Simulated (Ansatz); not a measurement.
## Fields on a plane of GaP (zinc blende)

```
CELL_PARAMETERS angstrom
      0.00000     2.75302     2.75302
      2.75302     0.00000     2.75302
      2.75302     2.75302     0.00000
ATOMIC_POSITIONS crystal
  P  0.75000 0.75000 0.75000
  Ga 0.00000 0.00000 0.00000
```

The slice is a {100} plane (indices of the conventional cell) through the point (0.000, 0.000, 0.000) (fractional), spanned by u = [100] and v = [0 1 -1] in vectors of this cell: u (3.89 Å) and v (3.89 Å, at 90° to u). It covers one period; positions are fractions (u, v).

Atoms on it: Ga at (0.00, 0.00).

Level of theory: PBE (plane waves to 420 eV, PAW, scalar-relativistic; Ansatz, a quantum-chemistry and plane-wave program). k mesh 10×10×10. These are valence fields of a PAW run, semicore shells included where kept as valence: close to a nucleus they are smooth pseudo fields. GaP was relaxed with its symmetry unable to fall.

```
|99886544333322222222233334456889|
|98876544333222222222223334456788|
|88765443333222222222223333445678|
|66655443332222222222222333445566|
|55544433322222222222222233344455|
|44444333222222221222222223334444|
|44433332222211111111122222333344|
|33333322222111111111112222233333|
|33333222211111111111111122223333|
|33332222211111100011111122222333|
|33222222111110000000111112222223|
|22222221111100000000011111222222|
|22222221111000000000001111222222|
|22222221111000000000001111222222|
|22222221110000000000000111222222|
|22222211110000000000000111122222|
|22222221110000000000000111222222|
|22222221111000000000001111222222|
|22222221111000000000001111222222|
|22222221111100000000011111222222|
|33222222111110000000111112222223|
|33332222211111100011111122222333|
|33333222211111111111111122223333|
|33333322222111111111112222233333|
|44433332222211111111122222333344|
|44444333222222221222222223334444|
|55544433322222222222222233344455|
|66655443332222222222222333445566|
|88765443333222222222223333445678|
|98876544333222222222223334456788|
|99886544333322222222233334456889|
|99986544333322222222233334456899|
```
Scale: ten equal steps from -1.72 (start of '0') to 1.72 (end of '9'), in the order '0123456789'. Values: log₁₀ of the valence density in e/Å³. The map has 32 points along u (one character each, u = 0 at the left) and 32 along v (v = 0 in the bottom row). The scale is logarithmic, as a density can span decades between atoms and voids.

```
|xxxxxxxxx135667777766531xxxxxxxx|
|xxxxxxxx01456777777765410xxxxxxx|
|xxxxxxxx02466777777766420xxxxxxx|
|xxxxxxxx03567777777776530xxxxxxx|
|xxxxxxx0246778888888776420xxxxxx|
|xxxxxx014567888888888765410xxxxx|
|xxxxx01356788888888888765310xxxx|
|xx00024567888899999888876542000x|
|01123456788899999999988876543211|
|33445667888999999999998887665443|
|55566778889999999999999888776655|
|66667788899999999999999988877666|
|66777888899999999999999988887776|
|77777888999999999999999998887777|
|77777888999999999999999998887777|
|77777888999999999999999998887777|
|77777888999999999999999998887777|
|77777888999999999999999998887777|
|66777888899999999999999988887776|
|66667788899999999999999988877666|
|55566778889999999999999888776655|
|33445667888999999999998887665443|
|01123456788899999999988876543211|
|xx00024567888899999888876542000x|
|xxxxx01356788888888888765310xxxx|
|xxxxxx014567888888888765410xxxxx|
|xxxxxxx0246778888888776420xxxxxx|
|xxxxxxxx03567777777776530xxxxxxx|
|xxxxxxxx02466777777766420xxxxxxx|
|xxxxxxxx01456777777765410xxxxxxx|
|xxxxxxxxx135667777766531xxxxxxxx|
|xxxxxxxxx035667777766530xxxxxxxx|
```
Scale: ten equal steps from -1.00 (start of '0') to 7.61 (end of '9'), in the order '0123456789'. Values: electrostatic potential energy of an electron, from the cell's mean, in eV. The map has 32 points along u (one character each, u = 0 at the left) and 32 along v (v = 0 in the bottom row). Points within 1 Å of a nucleus are blanked (x), as the pseudised field means little there. Values under -1 eV are set to -1. The zero, the cell's mean, hangs on the PAW cores.
